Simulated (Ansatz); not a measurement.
The start is a generated trial cell of SnO2 in the polar-ZrO2 structure type. A full variable-cell relaxation at zero pressure is run with r2SCAN (plane waves to 500 eV, PAW, scalar-relativistic; Ansatz, a first-principles code). The first steps use a coarse 4×4×4 k-mesh.

Starting cell:
```yaml
crystal:
  lattice:
    - [5.27400, 0.00000, 0.00000]
    - [0.00000, 5.08149, 0.00000]
    - [0.00000, 0.00000, 5.09051]
  atoms:
    - { symbol: Sn, position: [0.03000, 0.26700, 0.25000] }
    - { symbol: Sn, position: [0.97000, 0.73300, 0.75000] }
    - { symbol: Sn, position: [0.53000, 0.73300, 0.25000] }
    - { symbol: Sn, position: [0.47000, 0.26700, 0.75000] }
    - { symbol: O, position: [0.36100, 0.06800, 0.10600] }
    - { symbol: O, position: [0.63900, 0.93200, 0.60600] }
    - { symbol: O, position: [0.86100, 0.93200, 0.10600] }
    - { symbol: O, position: [0.13900, 0.06800, 0.60600] }
    - { symbol: O, position: [0.22900, 0.53700, 0.00000] }
    - { symbol: O, position: [0.77100, 0.46300, 0.50000] }
    - { symbol: O, position: [0.72900, 0.46300, 0.00000] }
    - { symbol: O, position: [0.27100, 0.53700, 0.50000] }
```

**Question.** What is the largest force in the starting geometry, and on which atom (counted from 1)?

**Answer.** 1.00 eV/Å, on Sn1, Sn2, Sn3, Sn4 (atoms numbered as listed).

**Question.** Does the structure survive the relaxation? Give the final space group.

**Answer.** The space group goes from Pca2₁ (No. 29) to Pbcn (No. 60), with 12 atoms in the primitive cell.

**Question.** How do the shortest distances between atoms change?

**Answer.** The closest pairs of elements (up to four, under 3.6 Å), start → end: O–Sn 2.06 → 2.03 Å; O–O 2.54 → 2.63 Å; Sn–Sn 3.44 → 3.23 Å.

**Question.** Is the relaxed structure metallic? Give its gap.

**Answer.** 2.10 eV, direct within 0.03 eV (at Γ) (no spin-orbit coupling).

**Question.** What does it relax into? Give the structure.

**Answer.** 
```cif
data_O8Sn4
_chemical_formula_sum 'Sn4 O8'
_space_group_name_H-M_alt 'Pbcn'
_space_group_IT_number 60
_space_group_name_Hall '-P 2n 2ab'
_cell_length_a 4.73145
_cell_length_b 5.74179
_cell_length_c 5.23644
_cell_angle_alpha 90.000
_cell_angle_beta 90.000
_cell_angle_gamma 90.000
loop_
_space_group_symop_operation_xyz
  'x, y, z'
  '-x, -y, -z'
  '-x+1/2, -y+1/2, z+1/2'
  'x+1/2, y+1/2, -z+1/2'
  'x+1/2, -y+1/2, -z'
  '-x+1/2, y+1/2, z'
  '-x, y, -z+1/2'
  'x, -y, z+1/2'
loop_
_atom_site_label
_atom_site_type_symbol
_atom_site_symmetry_multiplicity
_atom_site_Wyckoff_symbol
_atom_site_fract_x
_atom_site_fract_y
_atom_site_fract_z
_atom_site_occupancy
Sn1 Sn 4 c 0.00000 0.66523 0.25000 1
O1 O 8 d 0.22975 0.39235 0.42112 1
```

Final values are on a 6×5×5 k-mesh of the relaxed cell. No spin polarisation in the result.

The run could not lose the symmetry of its start; a randomly shaken copy of 12 atoms returns to this structure.

The first start was generated by placing the elements on the sites of a structure type. Materials Project lists a structure of SnO2 in the same space group, Pbcn (No. 60); the sites were not compared with it, nor with measured phases. Known forms of SnO2 include space group No. 136.
